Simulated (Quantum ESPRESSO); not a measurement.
# Where does F sit best among O sites?

Calculated results; nothing here was measured. They come from pw.x of Quantum ESPRESSO 7.5, a plane-wave density functional program, with PseudoDojo standard norm-conserving files (v0.5 for PBE, v0.4.1 for LDA and PBEsol). The cells are made up: elements, strain and atom displacements were drawn at random, and nothing was relaxed. There is no spin polarisation, spin-orbit coupling or dispersion term.

The hafnium file is less sure than the others, with forces about 3 percent (worst 6) and pressure in oxides about 1.5 GPa (worst 2.7) from a second method in checks, which no rerun with the same files tests.

The cell has 10 sites of a corundum lattice. Sites 1 to 4 hold In Hf In Zn; sites 5 to 10 hold X X X O O X. Cell vectors in Å: (2.768, 1.598, 4.902); (-2.768, 1.598, 4.902); (0.000, -3.196, 4.902). Settings: PBE, cutoff 1143 eV, 7 x 7 x 7 k mesh shifted by half a step, Fermi-Dirac smearing of 0.1 eV.

In each run one of the sites marked X holds F and the others hold O; cell and positions stay the same. E is the free energy of the cell.

| site of the guest | first shell | mean distance (Å) | E above the lowest (eV) | P (GPa) | force on the guest (eV/Å) |
| --- | --- | --- | --- | --- | --- |
| 5 | HfIn2Zn | 2.282 | 0.000 | 4.85 | 1.395 |
| 6 | HfIn2Zn | 2.199 | 0.508 | 4.93 | 1.704 |
| 7 | HfIn2Zn | 2.214 | 0.520 | 4.90 | 0.960 |
| 10 | HfIn2Zn | 2.163 | 0.958 | 4.79 | 5.889 |

A rerun of one of these cells at 1437 eV and k mesh 9 x 9 x 9 moved values by no more than 0.004 eV in the cell's energy, 0.03 GPa in stress and 0.002 eV/Å in force.

## Reading the table

Site 5 is lowest, by 0.508 eV, over three times the rerun's bound. A straight line of energy against the mean distance has a slope of -7.7 ± 1.1 eV/Å, so the guest costs less on the roomier sites. The positions are random and not relaxed, so the differences hold for this frozen cell and are not site preferences of a real crystal.